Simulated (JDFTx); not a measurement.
An input for JDFTx (a modified build) (Rh(111), linear PCM (GLSSA13), water, 1 M NaCl; bohr, hartree) and the course of its log:

```
lattice \
  5.0856823471 2.5428411736 0.0000000000 \
  0.0000000000 4.4043301034 0.0000000000 \
  0.0000000000 0.0000000000 42.7078104165
coords-type Lattice
ion Rh 0.0000000000 0.0000000000 -0.1458436600 0
ion Rh 0.3333333333 0.3333333333 -0.0486145530 0
ion Rh 0.6666666667 0.6666666667 0.0486145530 0
ion Rh 0.0000000000 0.0000000000 0.1458436600 0
ion-species pseudo/rh_pbe_v1.4.upf
elec-cutoff 20 100
elec-ex-corr gga-PBE
coulomb-interaction Slab 001
coulomb-truncation-embed 0 0 0
kpoint-folding 10 10 1
elec-smearing Fermi 0.01
elec-n-bands 41
electronic-scf nIterations 100 energyDiffThreshold 1e-08
fluid LinearPCM
pcm-variant GLSSA13
fluid-solvent H2O
fluid-cation Na+ 1
fluid-anion Cl- 1
fluid-minimize nIterations 400 knormThreshold 1e-11
wavefunction read vac.wfns
elec-initial-eigenvals vac.eigenvals
dump-name f0.$VAR
dump End State Ecomponents EigStats BandEigs Forces ElecDensity IonicPositions Fillings Kpoints Dtot FluidDebug BoundCharge FluidDensity
```

```
[one cycle in 5 is shown, and the last three; fluid-solver lines are left out]
	FillingsUpdate:  mu: -0.180411659  nElectrons: 60.000000
SCF: Cycle:  0   F: -326.255323592958803   dF: -1.759e-06   |Residual|: 5.784e-04   |deigs|: 1.107e-04
	FillingsUpdate:  mu: -0.180240199  nElectrons: 60.000000
SCF: Cycle:  5   F: -326.255327090105368   dF: -2.240e-08   |Residual|: 6.786e-05   |deigs|: 4.942e-05
	FillingsUpdate:  mu: -0.180268098  nElectrons: 60.000000
SCF: Cycle: 10   F: -326.255327142068666   dF: -1.691e-07   |Residual|: 4.781e-05   |deigs|: 6.723e-05
	FillingsUpdate:  mu: -0.180255267  nElectrons: 60.000000
SCF: Cycle: 15   F: -326.255326881359053   dF: +2.992e-07   |Residual|: 1.324e-04   |deigs|: 4.915e-05
	FillingsUpdate:  mu: -0.180297174  nElectrons: 60.000000
SCF: Cycle: 20   F: -326.255327093049516   dF: +7.089e-08   |Residual|: 7.004e-05   |deigs|: 4.186e-05
	FillingsUpdate:  mu: -0.180281940  nElectrons: 60.000000
SCF: Cycle: 25   F: -326.255327167397411   dF: -4.122e-08   |Residual|: 3.133e-05   |deigs|: 2.705e-05
	FillingsUpdate:  mu: -0.180264984  nElectrons: 60.000000
SCF: Cycle: 30   F: -326.255327177782647   dF: +8.182e-09   |Residual|: 2.461e-05   |deigs|: 5.058e-06
	FillingsUpdate:  mu: -0.180295492  nElectrons: 60.000000
SCF: Cycle: 35   F: -326.255327141419627   dF: +1.719e-08   |Residual|: 4.467e-05   |deigs|: 3.494e-05
	FillingsUpdate:  mu: -0.180275592  nElectrons: 60.000000
SCF: Cycle: 40   F: -326.255327177132642   dF: -3.399e-08   |Residual|: 1.868e-05   |deigs|: 1.499e-05
	FillingsUpdate:  mu: -0.180261454  nElectrons: 60.000000
SCF: Cycle: 45   F: -326.255327183619670   dF: -6.422e-09   |Residual|: 1.560e-05   |deigs|: 1.370e-05
	FillingsUpdate:  mu: -0.180260943  nElectrons: 60.000000
SCF: Cycle: 50   F: -326.255327173318221   dF: +1.006e-08   |Residual|: 2.592e-05   |deigs|: 3.589e-06
	FillingsUpdate:  mu: -0.180290408  nElectrons: 60.000000
SCF: Cycle: 55   F: -326.255327154346958   dF: +1.913e-08   |Residual|: 3.146e-05   |deigs|: 2.824e-05
	FillingsUpdate:  mu: -0.180271133  nElectrons: 60.000000
SCF: Cycle: 60   F: -326.255327181599455   dF: -2.931e-08   |Residual|: 1.220e-05   |deigs|: 1.107e-05
	FillingsUpdate:  mu: -0.180264456  nElectrons: 60.000000
SCF: Cycle: 65   F: -326.255327185917565   dF: -1.017e-08   |Residual|: 4.335e-06   |deigs|: 1.097e-05
	FillingsUpdate:  mu: -0.180257845  nElectrons: 60.000000
SCF: Cycle: 70   F: -326.255327182533620   dF: -2.582e-09   |Residual|: 2.165e-05   |deigs|: 1.475e-05
	FillingsUpdate:  mu: -0.180261294  nElectrons: 60.000000
SCF: Cycle: 75   F: -326.255327170448709   dF: +1.258e-08   |Residual|: 3.021e-05   |deigs|: 7.829e-06
	FillingsUpdate:  mu: -0.180289916  nElectrons: 60.000000
SCF: Cycle: 80   F: -326.255327139578924   dF: +2.472e-08   |Residual|: 4.561e-05   |deigs|: 3.058e-05
	FillingsUpdate:  mu: -0.180275339  nElectrons: 60.000000
SCF: Cycle: 85   F: -326.255327176632022   dF: -3.339e-08   |Residual|: 1.928e-05   |deigs|: 1.316e-05
	FillingsUpdate:  mu: -0.180275002  nElectrons: 60.000000
SCF: Cycle: 90   F: -326.255327176887420   dF: -2.857e-08   |Residual|: 1.906e-05   |deigs|: 3.347e-06
	FillingsUpdate:  mu: -0.180253978  nElectrons: 60.000000
SCF: Cycle: 95   F: -326.255327181828306   dF: -5.139e-09   |Residual|: 2.444e-05   |deigs|: 2.128e-05
	FillingsUpdate:  mu: -0.180299605  nElectrons: 60.000000
SCF: Cycle: 97   F: -326.255327126721852   dF: +3.807e-08   |Residual|: 4.896e-05   |deigs|: 4.086e-05
	FillingsUpdate:  mu: -0.180274768  nElectrons: 60.000000
SCF: Cycle: 98   F: -326.255327177069887   dF: -5.035e-08   |Residual|: 1.864e-05   |deigs|: 2.401e-05
	FillingsUpdate:  mu: -0.180256610  nElectrons: 60.000000
SCF: Cycle: 99   F: -326.255327181860764   dF: -4.791e-09   |Residual|: 2.410e-05   |deigs|: 1.764e-05
SCF: None of the convergence criteria satisfied after 100 iterations.
IonicMinimize: Iter:   0  F: -326.255327181860764  |grad|_K:  0.000e+00
IonicMinimize: Converged (|grad|_K<1.000000e-04).
```

This run gave no converged result. The loop ran out of cycles short of its threshold. It has stalled and not diverged: the last ten energies span 6e-08 Ha, so the total is near its end, but levels, forces and charges aren't shown converged.
